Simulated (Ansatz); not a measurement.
RuS2:
```cif
data_Ru4S8
_chemical_formula_sum 'Ru4 S8'
_space_group_name_H-M_alt 'P 1'
_space_group_IT_number 1
_cell_length_a 5.54976
_cell_length_b 5.54976
_cell_length_c 5.54976
_cell_angle_alpha 90.000
_cell_angle_beta 90.000
_cell_angle_gamma 90.000
loop_
_space_group_symop_operation_xyz
  'x, y, z'
loop_
_atom_site_label
_atom_site_type_symbol
_atom_site_fract_x
_atom_site_fract_y
_atom_site_fract_z
_atom_site_occupancy
Ru1 Ru 0.00000 0.00000 0.00000 1
Ru2 Ru 0.50000 0.00000 0.50000 1
Ru3 Ru 0.50000 0.50000 0.00000 1
Ru4 Ru 0.00000 0.50000 0.50000 1
S1 S 0.38614 0.38614 0.38614 1
S2 S 0.11386 0.61386 0.88614 1
S3 S 0.88614 0.11386 0.61386 1
S4 S 0.61386 0.88614 0.11386 1
S5 S 0.61386 0.61386 0.61386 1
S6 S 0.88614 0.38614 0.11386 1
S7 S 0.11386 0.88614 0.38614 1
S8 S 0.38614 0.11386 0.88614 1
```

Relaxed with LDA.

**Question.** Which orbitals make up the states near the band edges in LDA in the plane-wave PAW code Ansatz?

**Answer.** Top 1 eV of the valence band: Ru 4d 75 %, S 3p 20 %. Bottom 1 eV of the conduction band: S 3p 69 %, Ru 4d 17 %, outside the projected shells 10 %. Projections are on Löwdin-orthogonalised atomic valence shells; empty p or d shells of many metals are not among them.

**Question.** Tabulate the density of states.

**Answer.** States/eV per cell of 12 atoms, in 0.25 eV bins, energy from the valence-band maximum.

| E (eV) | total | S 3p | Ru 4d | S 3s |
|---|---|---|---|---|
| -7.86 | 0.00 | 0.00 | 0.00 | 0.00 |
| -7.61 | 0.00 | 0.00 | 0.00 | 0.00 |
| -7.36 | 0.00 | 0.00 | 0.00 | 0.00 |
| -7.11 | 5.14 | 4.03 | 0.75 | 0.09 |
| -6.86 | 13.94 | 10.44 | 2.60 | 0.36 |
| -6.61 | 8.20 | 6.03 | 1.60 | 0.21 |
| -6.36 | 2.93 | 2.15 | 0.57 | 0.07 |
| -6.11 | 8.40 | 5.81 | 1.92 | 0.23 |
| -5.86 | 7.73 | 5.29 | 1.87 | 0.19 |
| -5.61 | 9.15 | 5.76 | 2.91 | 0.19 |
| -5.36 | 6.37 | 4.04 | 2.01 | 0.11 |
| -5.11 | 4.62 | 2.87 | 1.50 | 0.10 |
| -4.86 | 10.55 | 6.61 | 3.38 | 0.31 |
| -4.61 | 8.97 | 5.85 | 2.62 | 0.26 |
| -4.36 | 9.65 | 6.22 | 2.87 | 0.30 |
| -4.11 | 7.68 | 4.81 | 2.38 | 0.24 |
| -3.86 | 4.83 | 3.04 | 1.44 | 0.13 |
| -3.61 | 8.73 | 5.73 | 2.30 | 0.28 |
| -3.36 | 7.19 | 4.89 | 1.71 | 0.24 |
| -3.11 | 5.85 | 3.96 | 1.43 | 0.20 |
| -2.86 | 7.69 | 5.34 | 1.77 | 0.23 |
| -2.61 | 8.80 | 6.13 | 2.10 | 0.23 |
| -2.36 | 6.21 | 4.10 | 1.74 | 0.14 |
| -2.11 | 5.22 | 3.29 | 1.66 | 0.11 |
| -1.86 | 2.16 | 1.44 | 0.63 | 0.04 |
| -1.61 | 2.27 | 0.47 | 1.66 | 0.04 |
| -1.36 | 18.22 | 3.55 | 13.62 | 0.35 |
| -1.11 | 17.14 | 3.19 | 13.06 | 0.29 |
| -0.86 | 15.13 | 2.36 | 12.03 | 0.21 |
| -0.61 | 16.01 | 2.86 | 12.33 | 0.19 |
| -0.36 | 14.82 | 3.50 | 10.64 | 0.08 |
| -0.11 | 12.41 | 2.98 | 8.86 | 0.05 |
| 0.14 | 0.00 | 0.00 | 0.00 | 0.00 |
| 0.39 | 0.00 | 0.00 | 0.00 | 0.00 |
| 0.64 | 0.07 | 0.06 | 0.00 | 0.00 |
| 0.89 | 0.20 | 0.15 | 0.02 | 0.01 |
| 1.14 | 0.35 | 0.24 | 0.06 | 0.01 |
| 1.39 | 0.60 | 0.38 | 0.13 | 0.03 |
| 1.64 | 1.08 | 0.58 | 0.33 | 0.07 |
| 1.89 | 2.38 | 1.06 | 0.91 | 0.22 |
| 2.14 | 5.94 | 2.37 | 2.49 | 0.64 |
| 2.39 | 10.59 | 4.70 | 4.03 | 1.07 |
| 2.64 | 11.39 | 4.97 | 4.65 | 0.95 |
| 2.89 | 9.38 | 4.33 | 3.75 | 0.70 |
| 3.14 | 13.91 | 7.09 | 5.02 | 1.03 |
| 3.39 | 5.70 | 2.95 | 2.05 | 0.30 |
| 3.64 | 9.04 | 4.81 | 3.31 | 0.29 |
| 3.89 | 9.76 | 5.39 | 3.39 | 0.24 |
| 4.14 | 6.57 | 3.47 | 2.40 | 0.13 |
| 4.39 | 4.72 | 2.48 | 1.75 | 0.06 |
| 4.64 | 2.80 | 1.46 | 1.08 | 0.02 |
| 4.89 | 1.28 | 0.68 | 0.51 | 0.01 |
| 5.14 | 0.24 | 0.14 | 0.09 | 0.00 |

Space group Pa-3. Symmetry was held in the LDA relaxation. No spin polarisation was allowed. Spin–orbit coupling is left out wherever it is not named.

Potentials: the later of the program's two PAW sets.
